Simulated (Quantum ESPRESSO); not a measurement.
# Moving one atom in CuIr2LiTa3V

These are calculations, not measurements. They come from Quantum ESPRESSO 7.5, a public plane-wave density functional program. Each row is one single-point run on a made-up periodic cell of eight metal atoms, with elements, volume, strain and displacements drawn at random and not relaxed, so a cell may be unstable or far from any real phase. There is no spin polarisation or spin-orbit coupling.

Settings: PBE unless stated; PseudoDojo standard norm-conserving files; Fermi-Dirac width 0.25 eV, which means electrons at about 2900 K; cutoff 1252 eV; 6 x 6 x 3 k mesh shifted half a step off Gamma. E is the free energy of the whole cell (internal energy minus TS), so a -TS column is already part of it. Stress is positive in tension, and the pressure P is minus a third of its trace.

Checks: one run of this series was repeated at a higher cutoff and on a denser mesh, which moved values by no more than 0.004 eV, 0.03 GPa and 0.009 eV/Å, and a second program with other atomic files agreed on it to 2 % rms in force and 0.5 GPa in pressure. Known limits: the copper pseudopotential is less sure than most, with forces differing by about three percent and pressure by about two GPa from a second method on plain copper; heavy elements are run without spin-orbit coupling, which real alloys of them have; a spin test at this wide smearing found no moment, but such smearing suppresses magnetism that the real alloy may have.

The lattice is face-centred cubic, and the cell vectors in Å are (0.000, 0.000, -4.019); (4.019, 0.000, 0.000); (0.000, -8.038, 0.000), a volume of 129.81 Å³. The elements on sites 1 to 8 are Ta Ir Ta Ir V Ta Li Cu. The runs move the Ta atom on site 6 by u along y from its drawn, already displaced place and keep all else fixed. Forces are on that atom, and E is counted from run 4.

| run | u (Å) | Fx (eV/Å) | Fy (eV/Å) | Fz (eV/Å) | P (GPa) | E (meV) |
|---|---|---|---|---|---|---|
| 1 | -0.1300 | -0.649 | 4.369 | -0.591 | -6.61 | 417.6 |
| 2 | -0.1136 | -0.642 | 4.200 | -0.578 | -6.71 | 347.4 |
| 3 | -0.0797 | ? | ? | ? | ? | ? |
| 4 | -0.0197 | -0.610 | 3.189 | -0.513 | -7.14 | 0.0 |
| 5 | 0.0275 | -0.600 | 2.661 | -0.488 | -7.24 | -138.1 |
| 6 | 0.0635 | -0.594 | 2.252 | -0.472 | -7.26 | -226.5 |
| 7 | 0.1019 | -0.591 | 1.812 | -0.458 | -7.23 | -304.6 |

## Worked fit

A parabola through the runs shown gives Fy = 2.970 - 11.11 u - 2.6 u² eV/Å, with an error of 0.01 on the linear term and a scatter of 0.002 eV/Å. Minus its integral from run 1 to run 7 is -722 meV, and the table's energies differ by -722 meV.

## Withheld run

Question: what Fy should run 3 give?

The fit gives 3.839 ± 0.002 eV/Å. The calculation gave 3.842 eV/Å.
